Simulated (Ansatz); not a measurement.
Au:
```
Au
1.0
    2.87546     0.00000     0.00000
   -1.43773     2.49022     0.00000
    0.00000     0.00000     4.75717
Au
2
Direct
  0.33333   0.66667   0.75000
  0.66667   0.33333   0.25000
```

Relaxed with PBEsol. Special points in fractions of this cell's reciprocal vectors: Γ (0.000, 0.000, 0.000); M (0.500, 0.000, 0.000); K (0.333, 0.333, 0.000); A (0.000, 0.000, 0.500); L (0.500, 0.000, 0.500); H (0.333, 0.333, 0.500).

**Question.** List the band energies nearest the Fermi level at these points for PBEsol (plane waves, PAW; program Ansatz).

**Answer.** In eV from the Fermi level; about four levels below and three above (degenerate sets whole), none deeper than 8.9 eV; … stands for higher levels left out; points with the same levels are listed once.

```tsv
k	below	above
Γ	-3.60 -3.60 -2.14 -2.14 -1.11	2.88 14.43 …
M	-3.77 -1.87 -1.86 -1.67	0.33 1.52 5.83
K	-3.66 -2.39 -2.39 -2.25	2.23 2.23 3.75
A	-2.61 -2.61 -2.61 -2.61	10.95 10.95 …
L	-2.40 -2.40 -1.75 -1.75	0.40 0.40 3.95 3.95
H	-3.66 -3.66 -2.10 -2.10	4.28 4.28 4.54 4.54
```

Space group P6_3/mmc (hcp (Mg type)). The workflow started from an entry of the Crystallography Open Database (COD), which files this formula under 2 space groups. It is not the phase usual at ambient conditions (space group No. 225). Symmetry was held in the PBEsol relaxation; of distortions, only those at the zone centre were tested. Scalar-relativistic: spin–orbit coupling is off unless named, which matters more the heavier the elements.

Potentials: the earlier of the program's two PAW sets.
